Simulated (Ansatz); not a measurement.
Co:
```
Co
1.0
    2.32708     0.00000     0.00000
    0.00000     2.32708     0.00000
    0.00000     0.00000     2.32708
Co
1
Cartesian
  0.00000   0.00000   0.00000
```
Starting moments (μB, in the order of the atoms Co): 2.1.

Relaxed with r²SCAN. Special points in fractions of this cell's reciprocal vectors: Γ (0.000, 0.000, 0.000); X (0.000, 0.500, 0.000); M (0.500, 0.500, 0.000); R (0.500, 0.500, 0.500).

Question: List the band energies nearest the Fermi level at these points for DFT-r²SCAN in the program Ansatz with PAW potentials.

Answer: In eV from the Fermi level; about four levels below and three above (degenerate sets whole), none deeper than 8.9 eV; … stands for higher levels left out; points with the same levels are listed once.

```csv
k,below,above
Γ ↑,-5.34 -5.34,…
X ↑,-4.88 -3.45 -3.45 -2.24,…
M ↑,-4.42 -3.23 -3.23 -0.91,…
R ↑,-5.39 -5.39 -5.39 -0.85 -0.85,…
Γ ↓,-3.77 -3.77,…
X ↓,-4.38 -3.19 -2.22,0.11 0.11 …
M ↓,-4.01 -2.78,0.41 0.41 1.31
R ↓,-2.59 -2.59 -2.59,1.38 1.38 …
```

Space group Pm-3m (simple cubic). The cell is a constructed one: a structure type filled with these elements; neither database checked (COD, Materials Project) lists it. It is not the phase usual at ambient conditions (space group No. 194). Symmetry was held in the r²SCAN relaxation. At this level the phase is mechanically unstable. Spin order of the final state: ferromagnetic, chosen from 3 collinear starts compared on coarse meshes (ties went to the first, and starts can fall back to one state), not a proven ground state. Other orbital occupations within this spin state were not tried. For itinerant 3d metals, meta-GGAs of the SCAN family and hybrids are commonly reported to give too large moments.

Potentials: the later of the program's two PAW sets.
